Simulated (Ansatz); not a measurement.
Si (diamond)

```xyz
2
Lattice="0.0000 2.7349 2.7349 2.7349 0.0000 2.7349 2.7349 2.7349 0.0000" Properties=species:S:1:pos:R:3 pbc="T T T"
Si     2.7349     2.7349     2.7349
Si     4.1024     4.1024     4.1024
```

Method: PBE (plane waves to 420 eV, PAW, scalar-relativistic; Ansatz, a first-principles code). DFPT wavenumbers on a 10×10×10 k mesh, in cm⁻¹; i marks imaginary ones, q is in fractions of the reciprocal vectors of the cell shown, and the three acoustic modes at Γ are left out. Si was relaxed with its symmetry unable to fall. The PAW data are Ansatz's earlier set.

Does any mode at Γ, L = (0.5, 0.0, 0.0), X = (0.5, 0.5, 0.0) come out imaginary?

No imaginary mode at these points (lowest 111 cm⁻¹ at L = (0.5, 0.0, 0.0)); other wave vectors were not tested.

Predict the phonon wavenumbers at Γ, L = (0.5, 0.0, 0.0), X = (0.5, 0.5, 0.0).


```
q                              wavenumbers (cm⁻¹)
-------------------  ----------------------------
Γ                                        503 (×3)
L = (0.5, 0.0, 0.0)  111 (×2), 370, 399, 477 (×2)
X = (0.5, 0.5, 0.0)  146 (×2), 401 (×2), 446 (×2)
```
